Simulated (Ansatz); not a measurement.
AlAs (zinc blende), conventional cell a = 5.728 Å, b = 5.728 Å, c = 5.728 Å, α = 90.00°, β = 90.00°, γ = 90.00°. The calculation uses the primitive cell of 2 atoms, to which meshes and values per cell refer.

E(V) scan at fixed shape, V₀ the volume above. Symmetry pins the atoms to their sites.

Calculation: PBE (plane waves to 420 eV, PAW, scalar-relativistic; Ansatz, a quantum-chemistry and plane-wave program). k mesh 10×10×10 (Γ-centred), Fermi-Dirac smearing 0.05 eV. E stands for the smeared free energy. AlAs was relaxed with its symmetry unable to fall. The PAW data are Ansatz's earlier set. The zero of ΔE is the relaxed starting cell.

Problem. What ΔE (kJ/mol of atoms) does the calculation give at V/V₀ = 0.917, 0.950, 1.050, 1.067, 1.100?

Solution. 
| V/V₀ | ΔE (kJ/mol of atoms) |
|---|---|
| 0.917 | 3.85 |
| 0.950 | 1.30 |
| 1.050 | 1.09 |
| 1.067 | 1.88 |
| 1.100 | 4.00 |

(A scan under strain: stresses follow from slopes of the energy per volume, elastic moduli from its curvatures.)
